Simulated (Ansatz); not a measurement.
What DFT gives for W3N4

```
N W
1.0
     4.17120    0.00000    0.00000
     0.00000    4.17120    0.00000
     0.00000    0.00000    4.17120
N W
4 3
Direct
  0.50000 0.50000 0.50000
  0.50000 0.00000 0.00000
  0.00000 0.50000 0.00000
  0.00000 0.00000 0.50000
  0.50000 0.50000 0.00000
  0.00000 0.50000 0.50000
  0.50000 0.00000 0.50000
```

Single point in Ansatz 0.2.0 with LDA, no spin polarisation. Cutoff 420 eV, PAW datasets, 8×8×8 Γ-centred k mesh, fermi-dirac filling (width 0.1 eV).

(1) Is it stable against the elements?

(2) What does the stress say?

(3) Are the atoms at rest?

(4) Is there a gap?

(5) How is the charge shared?

Origin: a database entry at a rescaled volume. Caveats: many states at the Fermi level without spin polarisation, so a magnetic state may lie lower.

Results:

(1) -0.45 eV an atom against the elements' usual phases (free molecules for gases, crystals otherwise, with no correction for O₂ or N₂), so it is bound against them; other compounds may still compete. Relaxing would lower it.

(2) The pressure is -4.0 GPa (compression positive), so with the atoms held at these fractions the cell would first shrink.

(3) The forces vanish by the symmetry of the sites.

(4) It is a metal, with about 3.3 states/eV a cell as the mean within 0.25 eV of the Fermi level, mostly W d (78 %) and N p (18 %).

(5) Bader charges in e: W +1.93, N -1.67 to -1.37. In the mean W gives up most and N takes most.
